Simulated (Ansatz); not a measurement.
Al2Pt (fluorite or antifluorite type, space group No. 225), a = b = c = 5.8966 Å, α = β = γ = 90.00°; the cell used has 3 atoms.

Relaxed with PBEsol.

Task: Which orbitals make up the states near the Fermi level in the program Ansatz at the PBEsol level (PAW)?

Result: Within 0.5 eV of the Fermi level: Al 3p 66 %, Pt 5d 17 %, Al 3s 9 %, outside the projected shells 6 %. Projections are on Löwdin-orthogonalised atomic valence shells; empty p or d shells of many metals are not among them.

Task: Tabulate the density of states.

Result: States/eV per cell of 3 atoms, in 0.25 eV bins, energy from the Fermi level.

```csv
E (eV),total,Pt 5d,Al 3p,Al 3s
-7.85,0.84,0.08,0.32,0.25
-7.60,0.78,0.09,0.30,0.23
-7.35,0.71,0.09,0.27,0.21
-7.10,0.64,0.10,0.23,0.19
-6.85,0.57,0.11,0.20,0.17
-6.60,0.51,0.12,0.17,0.15
-6.35,0.43,0.13,0.13,0.11
-6.10,3.86,1.64,0.81,1.35
-5.85,2.71,1.45,0.51,0.72
-5.60,1.41,0.83,0.29,0.27
-5.35,1.11,0.63,0.29,0.15
-5.10,2.02,1.29,0.57,0.12
-4.85,6.40,4.91,1.34,0.08
-4.60,3.02,2.37,0.54,0.03
-4.35,2.67,2.00,0.49,0.04
-4.10,3.85,3.03,0.54,0.09
-3.85,5.16,4.35,0.52,0.08
-3.60,6.73,6.02,0.38,0.08
-3.35,2.72,2.34,0.20,0.08
-3.10,1.69,1.08,0.33,0.17
-2.85,1.29,0.67,0.34,0.17
-2.60,0.87,0.36,0.28,0.13
-2.35,0.66,0.21,0.26,0.10
-2.10,0.85,0.28,0.35,0.13
-1.85,0.99,0.30,0.46,0.14
-1.60,1.00,0.25,0.52,0.13
-1.35,0.97,0.22,0.54,0.13
-1.10,1.06,0.23,0.62,0.12
-0.85,1.28,0.30,0.78,0.12
-0.60,1.31,0.28,0.82,0.12
-0.35,1.27,0.24,0.81,0.11
-0.10,1.22,0.21,0.80,0.11
0.15,1.16,0.18,0.78,0.10
0.40,1.12,0.15,0.77,0.09
0.65,1.07,0.12,0.75,0.08
0.90,1.00,0.10,0.72,0.07
1.15,0.77,0.08,0.53,0.06
1.40,0.60,0.06,0.39,0.05
1.65,0.49,0.05,0.31,0.04
1.90,0.40,0.04,0.24,0.04
2.15,0.33,0.03,0.19,0.03
2.40,0.28,0.02,0.15,0.03
2.65,0.23,0.01,0.11,0.03
2.90,0.20,0.01,0.08,0.04
3.15,0.36,0.05,0.06,0.17
3.40,2.06,0.32,0.44,0.95
3.65,2.94,0.29,0.91,1.20
3.90,2.12,0.18,0.72,0.82
4.15,1.24,0.10,0.45,0.38
4.40,0.81,0.06,0.29,0.18
4.65,0.73,0.05,0.27,0.13
```

Space group Fm-3m (fluorite or antifluorite type). Symmetry was held in the PBEsol relaxation; of distortions, only those at the zone centre were tested. No spin polarisation was allowed. Spin–orbit coupling is left out wherever it is not named.

Potentials: the later of the program's two PAW sets.
